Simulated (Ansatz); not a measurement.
A crystal relaxed with r2SCAN in Ansatz 0.2.0 has space group I-4m2 (No. 119) and a = 3.951 Å, c = 16.911 Å.

```tsv
atom	site	x	y	z
Ga	4e	0.5000	0.5000	0.3290
P	2d	0.5000	0.0000	0.2500
P	4f	0.0000	0.5000	0.0929
Xx	2b	0.5000	0.5000	0.0000
```

r2SCAN gives a direct gap of 1.62 eV at Γ. The PBE gap is direct at Γ: 1.17 eV. Meshes: r2SCAN 10×10×10, PBE 10×10×10.

Problem. Which element is Xx?
A. Tl
B. In
C. Al
D. B

Solution. B. Xx is In: an ordered 6-atom cell of InGa₂P₃ on the zincblende lattice (I-4m2). Around Ga lie 4 P at 2.38 Å; around P lie 4 Ga at 2.38 Å; around P lie 2 Ga at 2.38 Å and 2 In at 2.52 Å; around In lie 4 P at 2.52 Å.

Note: simulated data, non-magnetic, for a generated structure that need not be the stable one.

The runs are scalar-relativistic, without spin-orbit coupling.
